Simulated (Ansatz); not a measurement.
Relaxed Rh (fcc, Cu type):

```xyz
4
Lattice="3.8000 0.0000 0.0000 0.0000 3.8000 0.0000 0.0000 0.0000 3.8000" Properties=species:S:1:pos:R:3 pbc="T T T"
Rh     0.0000     0.0000     0.0000
Rh     1.9000     1.9000     0.0000
Rh     1.9000     0.0000     1.9000
Rh     0.0000     1.9000     1.9000
```

Scan: atom 1 (Rh, nearest neighbour Rh at 2.687 Å; its periodic images, 3.8 Å or more away, move with it) is displaced along Cartesian [110], direction (0.707, 0.707, 0.000) in Cartesian axes, by s. The other atoms stay.

Level of theory: r2SCAN (plane waves to 500 eV, PAW, scalar-relativistic; Ansatz, a quantum-chemistry and plane-wave program). k mesh 10×10×10 (Γ-centred), Fermi-Dirac smearing 0.05 eV. The energy includes the smearing's −TS. Compression counts positive. With partly filled bands, energies and forces of such displacements shift with the k mesh and the smearing. F∥ is the force on the atom along that direction. Rh is run without spin polarisation. Rh was relaxed with its symmetry unable to fall. ΔE is measured from the undisplaced structure.

```
s (Å)   ΔE (meV/cell)  F∥ (eV/Å)  P (GPa)
------  -------------  ---------  -------
-0.540           2113      9.524     23.6
-0.432           1248      6.606     14.6
-0.324            660      4.407      8.0
-0.216            280      2.684      3.5
-0.108             68      1.274      0.9
0.000               0      0.000      0.0
0.108              68     -1.274      0.9
0.216             280     -2.684      3.5
0.324             660     -4.407      8.0
0.432            1248     -6.606     14.6
0.540            2113     -9.524     23.6
```

Derived quantities:

```
Quantity                                                                                                                                                Value
--------------------------------------------------------  ---------------------------------------------------------------------------------------------------
Energy at s = 0.540 Å                                                                                                                           2113 meV/cell
Force along the line at s = -0.540 Å                                                                                                                9.52 eV/Å
Symmetry of the curve                                                                                                           even: the same for both signs
Shape of the curve                                                                             a single well with its minimum at or next to zero displacement
Force constant k = d²E/ds² at s = 0 (finite differences)                                                                                           11.6 eV/Å²
Harmonic estimate at the end of the scan                  ½ks² = 1690 meV/cell against the computed 2113 meV/cell, so the well is stiffer than harmonic there
```

(For displaced atoms, the force is minus the slope of the energy, and its curvature is a force constant, which sets phonon frequencies.)
